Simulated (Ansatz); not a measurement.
CoC6:
```yaml
crystal:
  lattice:
    - [0.00000, 3.75107, -2.17824]
    - [0.00000, 3.75107, 2.17824]
    - [3.54147, 0.00000, 0.00000]
  atoms:
    - { symbol: C, position: [0.00459, 0.99541, 0.00000] }
    - { symbol: C, position: [0.00788, 0.65585, 0.00000] }
    - { symbol: C, position: [0.34426, 0.32445, 0.00000] }
    - { symbol: C, position: [0.34415, 0.99212, 0.00000] }
    - { symbol: C, position: [0.67555, 0.65574, 0.00000] }
    - { symbol: C, position: [0.67409, 0.32591, 0.00000] }
    - { symbol: Co, position: [0.26528, 0.73472, 0.50000], spin: 1.1 }
```

Relaxed with PBE.

Problem. Which orbitals make up the states near the Fermi level in DFT-PBE in the program Ansatz with PAW potentials?

Solution. Within 0.5 eV of the Fermi level: Co 3d 74 %, C 2p 24 %. Projections are on Löwdin-orthogonalised atomic valence shells; empty p or d shells of many metals are not among them.

Problem. Tabulate the density of states.

Solution. States/eV per cell of 7 atoms, in 0.25 eV bins, energy from the Fermi level.

| E (eV) | total | C 2p | Co 3d | Co 4s |
|---|---|---|---|---|
| -7.85 | 3.36 | 3.12 | 0.06 | 0.02 |
| -7.60 | 2.62 | 2.46 | 0.05 | 0.02 |
| -7.35 | 2.58 | 2.40 | 0.07 | 0.01 |
| -7.10 | 2.48 | 2.31 | 0.08 | 0.02 |
| -6.85 | 2.28 | 2.12 | 0.08 | 0.02 |
| -6.60 | 2.14 | 1.99 | 0.08 | 0.02 |
| -6.35 | 2.21 | 2.03 | 0.12 | 0.01 |
| -6.10 | 2.09 | 1.90 | 0.13 | 0.01 |
| -5.85 | 2.13 | 1.92 | 0.16 | 0.01 |
| -5.60 | 2.22 | 1.96 | 0.21 | 0.01 |
| -5.35 | 2.47 | 2.12 | 0.32 | 0.01 |
| -5.10 | 2.67 | 2.27 | 0.37 | 0.01 |
| -4.85 | 2.33 | 1.94 | 0.37 | 0.00 |
| -4.60 | 1.31 | 1.04 | 0.25 | 0.00 |
| -4.35 | 0.82 | 0.60 | 0.21 | 0.00 |
| -4.10 | 0.53 | 0.38 | 0.14 | 0.00 |
| -3.85 | 0.33 | 0.23 | 0.09 | 0.00 |
| -3.60 | 0.09 | 0.07 | 0.02 | 0.00 |
| -3.35 | 0.04 | 0.02 | 0.01 | 0.00 |
| -3.10 | 0.35 | 0.15 | 0.19 | 0.00 |
| -2.85 | 1.10 | 0.42 | 0.65 | 0.01 |
| -2.60 | 1.81 | 0.62 | 1.14 | 0.01 |
| -2.35 | 2.29 | 0.63 | 1.61 | 0.01 |
| -2.10 | 2.93 | 0.59 | 2.25 | 0.03 |
| -1.85 | 5.17 | 0.62 | 4.37 | 0.08 |
| -1.60 | 5.27 | 0.59 | 4.46 | 0.12 |
| -1.35 | 4.54 | 0.71 | 3.67 | 0.07 |
| -1.10 | 4.47 | 0.58 | 3.74 | 0.06 |
| -0.85 | 2.63 | 0.44 | 2.13 | 0.02 |
| -0.60 | 1.29 | 0.40 | 0.87 | 0.01 |
| -0.35 | 2.21 | 0.53 | 1.63 | 0.00 |
| -0.10 | 1.99 | 0.41 | 1.54 | 0.00 |
| 0.15 | 2.93 | 0.52 | 2.35 | 0.00 |
| 0.40 | 1.34 | 0.51 | 0.80 | 0.01 |
| 0.65 | 1.42 | 0.78 | 0.57 | 0.03 |
| 0.90 | 1.44 | 0.88 | 0.49 | 0.03 |
| 1.15 | 1.94 | 1.15 | 0.67 | 0.05 |
| 1.40 | 1.61 | 1.03 | 0.48 | 0.03 |
| 1.65 | 1.36 | 0.91 | 0.36 | 0.04 |
| 1.90 | 1.23 | 0.79 | 0.27 | 0.11 |
| 2.15 | 1.25 | 0.73 | 0.24 | 0.19 |
| 2.40 | 1.20 | 0.69 | 0.19 | 0.21 |
| 2.65 | 1.21 | 0.66 | 0.19 | 0.23 |
| 2.90 | 1.23 | 0.67 | 0.17 | 0.23 |
| 3.15 | 1.27 | 0.69 | 0.14 | 0.23 |
| 3.40 | 1.17 | 0.63 | 0.10 | 0.22 |
| 3.65 | 1.17 | 0.63 | 0.08 | 0.23 |
| 3.90 | 1.12 | 0.56 | 0.06 | 0.25 |
| 4.15 | 0.95 | 0.44 | 0.05 | 0.22 |
| 4.40 | 0.97 | 0.43 | 0.04 | 0.22 |
| 4.65 | 1.07 | 0.47 | 0.04 | 0.23 |
| 4.90 | 1.08 | 0.46 | 0.04 | 0.22 |

Space group Amm2. The start of the workflow was typed in or built on a structure type; neither database checked (COD, Materials Project) lists it. Whether it is the stable phase at ambient conditions was not checked. The cell was relaxed with PBE under the symmetry of its start; its stability against distortions is not shown here. The final state is ferromagnetic, the only order run, not a proven ground state. The cell computed holds one magnetic atom, so no antiferromagnetic order was within reach. Its formation energy is positive at this level, so the cell may be metastable or incomplete.

Potentials: the earlier of the program's two PAW sets.
